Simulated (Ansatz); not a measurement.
AlRu (CsCl type, space group No. 221) at seven volumes, r²SCAN (plane waves, PAW; program Ansatz), scaled uniformly. One row is withheld.

| V (Å³/atom) | P (GPa) |
|---|---|
| 12.072 | 25.52 |
| 12.470 | 15.61 |
| 12.868 | 7.18 |
| 13.266 | 0.00 |
| 13.664 | ? |
| 14.062 | -11.32 |
| 14.460 | -15.74 |

Fit the shown pressures and predict the withheld one.

P = (3/2)B₀(x^(7/2) − x^(5/2))[1 + (3/4)(B′ − 4)(x − 1)] with x = (V₀/V)^(2/3). Least squares on the six rows gives V₀ = 13.266 Å³/atom, B₀ = 220 GPa, B′ = 4.35. At V = 13.664, x = 0.9805 and P = -6.10 GPa. The run itself gave -6.11 GPa.

Space group Pm-3m (CsCl type). The cell was relaxed with r²SCAN under the symmetry of its start. The run is not spin-polarised.

Potentials: the later of the program's two PAW sets.
